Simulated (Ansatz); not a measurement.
# Vibrational response of Al5Co3Ru2

Method: Ansatz 0.2.0, DFT PBE, scalar-relativistic, plane waves, PAW. Settings: 420 eV plane-wave cutoff, Γ-centred 12×12×4 mesh, Fermi-Dirac smearing of 0.15 eV. No spin polarisation. Phonons by linear response, acoustic sum rule imposed.

The cell, relaxed at this level:
```
Al Co Ru
1.0
     2.92994    0.00000    0.00000
     0.00000    2.92994    0.00000
     0.00000    0.00000   14.53765
Al Co Ru
5 3 2
Direct
  0.00000 0.00000 0.90249
  0.00000 0.00000 0.09751
  0.00000 0.00000 0.30576
  0.00000 0.00000 0.50000
  0.00000 0.00000 0.69424
  0.50000 0.50000 0.00000
  0.50000 0.50000 0.40448
  0.50000 0.50000 0.59552
  0.50000 0.50000 0.20188
  0.50000 0.50000 0.79812
```

It was reached by relaxing an invented guess, and it needn't be the stable form of this composition. In a metal, frequencies depend on the k mesh and the smearing, soft modes most.

Optical modes at Γ:
```tsv
frequency (cm⁻¹)	degeneracy
88	2
102	2
130	1
151	1
164	2
173	2
219	1
231	1
283	2
286	2
301	2
303	2
311	2
314	1
321	1
345	1
367	1
382	1
```

All 27 optical modes at Γ are real: no displacement of atoms at fixed cell lowers the energy to second order. Strains and modes at other wave vectors aren't tested by this run.
